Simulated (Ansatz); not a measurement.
TlCl$_{3}$:
```
TlCl3
1.0
    3.25228     5.62080     0.00000
   -3.25228     5.62080     0.00000
   -2.10202     0.00000     5.72036
Tl Cl
2 6
Direct
  0.16645   0.16645   0.00000
  0.83355   0.83355   0.00000
  0.58267   0.07164   0.25530
  0.41733   0.92836   0.74470
  0.07164   0.58267   0.74470
  0.92836   0.41733   0.25530
  0.23292   0.76708   0.26156
  0.76708   0.23292   0.73844
```

Relaxed with LDA. Special points in fractions of this cell's reciprocal vectors: Γ (0.000, 0.000, 0.000); Y (0.500, 0.500, 0.000); M (0.500, 0.500, 0.500); A (0.000, 0.000, 0.500); L2 (0.000, 0.500, 0.500); V2 (0.000, 0.500, 0.000).

List the band energies nearest the valence-band maximum at these points for LDA (plane waves, PAW; program Ansatz).

In eV from the valence-band maximum; about four levels below and three above (degenerate sets whole), none deeper than 8.9 eV; points with the same levels are listed once.

| k | below | above |
|---|---|---|
| Γ | -0.36 -0.30 -0.28 -0.04 | 2.01 2.85 6.00 |
| Y | -0.15 -0.03 -0.02 -0.01 | 2.45 2.94 6.23 |
| M | -0.44 -0.43 -0.34 -0.29 | 2.70 2.73 7.05 |
| A | -0.45 -0.29 -0.13 -0.10 | 2.85 3.01 6.08 |
| L2 | -0.35 -0.26 -0.13 -0.04 | 2.31 2.80 6.22 |
| V2 | -0.49 -0.45 -0.19 -0.06 | 2.84 2.85 6.87 |

Space group C2/m. The workflow started from a Materials Project entry (that database holds measured and hypothetical structures alike); the Crystallography Open Database copy checked does not list it. Its standing as an ambient phase is unchecked. The LDA relaxation kept the symmetry of its start; whether a distortion lowers the energy is not shown. A crystal of weakly bound layers computed without a dispersion correction: the cell and the soft elastic constants depend strongly on that. Spin–orbit coupling is left out wherever it is not named.

Potentials: the later of the program's two PAW sets.
